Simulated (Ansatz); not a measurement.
FeS$_{2}$ in space group Pa-3 (No. 205; Fe on 4a, S on 8c), plane-wave PAW LDA (Ansatz code). The conduction-band minimum lies at Γ, with 1 equivalent valley. Second derivatives d²E/dk² of the lowest band at one valley (eV·Å²), along Cartesian directions:

```tsv
direction	d²E/dk²
[100]	24.21
[010]	24.21
[001]	24.21
[110]	24.21
[101]	24.21
[011]	24.21
```

Find the principal effective masses, the density-of-states mass and the conductivity mass.

Off-diagonal terms follow from H_xy = H[110] − (H_xx + H_yy)/2, and m*/mₑ = 7.620 eV·Å² over each eigenvalue: 0.31, 0.31, 0.31. One valley's DOS mass (m₁m₂m₃)^(1/3) = 0.31, conductivity mass 3/(Σ 1/mᵢ) = 0.31 mₑ.

What effective density of states Nc follows at 300 K for parabolic valleys?

Nc = 2.509e19 × 1 × (0.31)^(3/2) ≈ 4.3e18 cm⁻³.

With the computed static dielectric constant 28.4 (mean of the diagonal), estimate a hydrogenic donor's binding energy and radius.

E = 13.606 eV × 0.31/28.4² ≈ 5.2 meV; a = 0.529 Å × ε/m* ≈ 48 Å. Semilocal masses tend to be too small where the gap is.

The cell was relaxed with LDA under the symmetry of its start; phonons on a q-mesh show no instability. No spin polarisation was allowed.

Potentials: the later of the program's two PAW sets.
